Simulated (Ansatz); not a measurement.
Values for one crystal, relaxed and computed with LDA in the plane-wave PAW code Ansatz; other levels are named.

```yaml
volume_per_atom: 10.67 Å³
band_gap: 3.49 eV (direct)
Formation energy from the elements (no fitted shifts): -2.83 eV/atom
Young's modulus: 172 GPa
zone_centre_stability: no imaginary mode at Γ
hole_effective_mass: 0.40, 2.0, 2.0 mₑ (principal values)
Elastic constants (relaxed ions, GPa): C11 = 197, C12 = 138, C13 = 79.8, C33 = 289, C44 = 119
```

Task: Which of these materials gives this?
A. SnO2, rutile
B. MgO, P6_3/mmc (Mg on 2c, O on 2d)
C. Cs2AgBiBr6, Fm-3m (Bi on 4a, Ag on 4b, Cs on 8c, Br on 24e)
D. PbI2, P6_3mc (Pb on 2b, I on 2b, I on 2a)

Result: B, MgO, P6_3/mmc (Mg on 2c, O on 2d)

The first step of the workflow began from a Materials Project structure, measured or hypothetical; the Crystallography Open Database copy checked does not list it. It is not the phase usual at ambient conditions (space group No. 225). The cell was relaxed with LDA under the symmetry of its start. The references are the lowest solids computed at this level, not always the standard phases (solids in place of the gases).

Potentials: the later of the program's two PAW sets.
